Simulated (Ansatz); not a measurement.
Relaxed MoS2 (3R-MoS2 type, space group R3m):

```
CELL_PARAMETERS angstrom
      1.55780     0.89940     5.78545
     -1.55780     0.89940     5.78545
      0.00000    -1.79879     5.78545
ATOMIC_POSITIONS crystal
  Mo 0.00004 0.00004 0.00004
  S  0.75647 0.75647 0.75647
  S  0.57679 0.57679 0.57679
```

Scan: atom 3 (S, nearest neighbour Mo at 2.381 Å; its periodic images, 3.1 Å or more away, move with it) is displaced towards the nearest neighbour, direction (-0.654, -0.378, 0.655) in Cartesian axes, by s. The other atoms stay.

The numbers are results of PBEsol-D3(BJ) (plane waves to 420 eV, PAW, scalar-relativistic; Ansatz, an electronic-structure program), not measurements. k mesh 10×10×10 (Γ-centred), Fermi-Dirac smearing 0.05 eV. E stands for the smeared free energy. Left out: 1 of 11 points, with atoms too close for the PAW data. As the smearing reaches across the gap at some points, energies and forces of such displacements shift with the k mesh and the smearing. MoS2 is run without spin polarisation. MoS2 was relaxed with its symmetry unable to fall. This is one of several known forms of MoS2; the measured ambient cells at hand have space group No. 194. The zero of ΔE is the undisplaced structure. The last digit holds for this mesh only.

| s (Å) | ΔE (meV/cell) |
|---|---|
| -0.480 | 979.6 |
| -0.384 | 687.9 |
| -0.288 | 425.1 |
| -0.192 | withheld |
| -0.096 | 57.4 |
| 0.000 | 0.0 |
| 0.096 | 70.6 |
| 0.192 | 315.5 |
| 0.288 | 795.6 |
| 0.384 | 1590.5 |

Fit a polynomial form (powers 2, 3, 4) to the given rows and predict ΔE at s = -0.192.

Least squares on the 9 given rows: ΔE = (6996)·s² + (7972)·s³ + (4748)·s⁴, in meV/cell with s in Å; root-mean-square residual 3.98 meV/cell. At -0.192 the fit gives 207.9 meV/cell; the calculation gives 208.0 meV/cell, so the interpolation is off by -0.1 (-0.0 %). The quadratic term alone would give 257.9 meV/cell.

(For displaced atoms, the force is minus the slope of the energy, and its curvature is a force constant, which sets phonon frequencies.)
